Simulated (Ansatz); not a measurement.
Method: DFT PBE, scalar-relativistic, plane waves, PAW in Ansatz. Settings: cutoff 420 eV, Γ-centred meshes spaced at most about 0.3 Å⁻¹, and about 0.25 Å⁻¹ or finer for metals (2π included), Gaussian smearing. No spin polarisation in the final relaxations.

All energies are static (0 K, no zero-point motion).

Two relaxed structures of Cu4O:

A. Space group P6/mmm (No. 191), hexagonal, a = 4.976 Å, c = 3.563 Å. Cu on a site of symmetry 6/mmm has 2 O at 1.78 Å and 6 Cu at 2.49 Å; around Cu on a site of symmetry mmm lie 6 Cu at 2.49 Å; O has 2 Cu at 1.78 Å.

B. Space group I-43m (No. 217), cubic, a = 5.060 Å. Cu is surrounded by 1 O at 2.08 Å, 1 O at 2.30 Å and 6 Cu at 2.54 Å; O has 4 Cu at 2.08 Å and 4 Cu at 2.30 Å.

**Question.** Which form is favoured at zero pressure, and by what margin per atom?

**Answer.** B is lower, by 129 meV/atom. A has space group P6/mmm (No. 191), 15.3 Å³/atom and no gap on its mesh; B has space group I-43m (No. 217), 13.0 Å³/atom and no gap. Counting Cu atoms around O (those within 1.25 times the shortest such distance or 1.15 times the sum of covalent radii; a plus sign parts nearer from farther groups), A has O 2 and B has O 4+4. The denser one is the lower, and pressure would at first widen the difference. Even the lower one lies +0.28 eV/atom against the reference forms of the elements (uncorrected), so neither is stable at this level. Both come from invented guesses. A third cell relaxed alike, in Pm-3m, lies 183 meV/atom below the lower of the two.

No Hubbard U is applied to the 3d shell of Cu. Cells relaxed within their symmetry can be saddle points.
